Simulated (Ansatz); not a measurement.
# P, one structure, two calculations

Cell: a COD entry whose atoms were relaxed with PBE, the cell held.

```
P
1.0
     1.65545   -5.15950    0.00000
     1.65545    5.15950    0.00000
     0.00000    0.00000    4.31700
P
4
Cartesian
  1.6555 -4.0835 0.3345
  1.6555 -1.0760 2.4930
  1.6555 4.0835 3.9825
  1.6555 1.0760 1.8240
```

Atoms are numbered from 1 in the order listed; like atoms form one site, named after its first atom.

First run. Computed with Ansatz: DFT, PBE, plane waves and PAW, scalar-relativistic, 420 eV cutoff, Γ-centred 15×15×11 k-points, Fermi–Dirac smearing 0.05 eV.

```json
{"site": "P", "atom": "1", "V_zz (10²¹ V/m²)": "-7.18", "η": "0.06"}
```

Second run. The same atoms and settings, except that the functional is PBEsol.

(1) Given the first result, estimate the second.

## Answers

(1) 

```csv
site,atom,V_zz,η,change of V_zz
P,1,-6.89,0.05,+0.29
```

The largest change of V_zz is on P, from -7.18 to -6.89.

The run finds no gap above 0.1 eV (a metal, or nearly one), so the gradients can move by 10 % or more with the k-mesh. Semilocal functionals make gaps too small and can close them, so the real compound need not be a metal.
